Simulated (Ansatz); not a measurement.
# Band structure of TiCo

```
Ti Co
1.0
     2.98611    0.00000    0.00000
     0.00000    2.98611    0.00000
     0.00000    0.00000    2.98611
Ti Co
1 1
Direct
  0.00000 0.00000 0.00000
  0.50000 0.50000 0.50000
```

Atom numbers follow the list: Ti1, Co2.

The cell is the one relaxed in the Materials Project (mp-823), not relaxed further here; entries there can be hypothetical.

The magnetic state is the one reached from the start moments; no search over orders was made, so it needn't be the ground state.

Method: DFT, PBEsol, all-electron LAPW, scalar-relativistic (Ansatz 0.2.0).

Settings: a Γ-centred 11×11×11 k mesh, Fermi–Dirac smearing of 0.03 eV, basis error target 0.25 meV/atom, spin-polarised from start moments Ti1 -1, Co2 2 μB, ending with a cell moment of 0.88 μB.

Points in fractions of the reciprocal vectors of this cell: Γ (0, 0, 0), X (0, 0.5, 0), M (0.5, 0.5, 0), R (0.5, 0.5, 0.5). The path joins them by straight lines in the order Γ–X–M–Γ–R–X–R–M; legs that retrace an earlier one aren't tabulated. Energies are in eV from the Fermi level.

Question: List the spin-up levels at R between -20 and 1.5 eV.

Answer: -2.79 (×3), -2.10 (×3), -1.44 (×2).

Question: List the spin-up levels at Γ between -20 and 1.5 eV.

Answer: -7.73, -4.18 (×2), -1.86 (×3), 0.50 (×2).

Question: List the spin-down levels at R between -20 and 1.5 eV.

Answer: -2.27 (×3), -2.10 (×3), 0.02 (×2).

Question: What is the band gap?

Answer: none: bands cross the Fermi level, a metal.
